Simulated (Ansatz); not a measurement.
Consider the following.

TiOs:
```cif
data_OsTi
_chemical_formula_sum 'Ti1 Os1'
_space_group_name_H-M_alt 'Pm-3m'
_space_group_IT_number 221
_space_group_name_Hall '-P 4 2 3'
_cell_length_a 3.03960
_cell_length_b 3.03960
_cell_length_c 3.03960
_cell_angle_alpha 90.000
_cell_angle_beta 90.000
_cell_angle_gamma 90.000
loop_
_atom_site_label
_atom_site_type_symbol
_atom_site_symmetry_multiplicity
_atom_site_Wyckoff_symbol
_atom_site_fract_x
_atom_site_fract_y
_atom_site_fract_z
_atom_site_occupancy
Ti1 Ti 1 b 0.50000 0.50000 0.50000 1
Os1 Os 1 a 0.00000 0.00000 0.00000 1
```

This is the LDA-relaxed structure.

### Question
All from LDA in the plane-wave PAW code Ansatz, unless another level is named. Give the formation energy from the elements (no fitted shifts).

### Answer
-713 meV/atom.

### Question
Give the density of states at the Fermi level.

### Answer
0.20 states/eV per atom (mean over ±0.08 eV).

The workflow started from a Materials Project entry (that database holds measured and hypothetical structures alike); the Crystallography Open Database files this formula in space group No. 221, but the cells were not matched. Its standing as an ambient phase is unchecked. Symmetry was held in the LDA relaxation; of distortions, only those at the zone centre were tested. The run is not spin-polarised. The references are the lowest solids computed at this level, not always the standard phases. Spin–orbit coupling is left out wherever it is not named.

Potentials: the later of the program's two PAW sets.
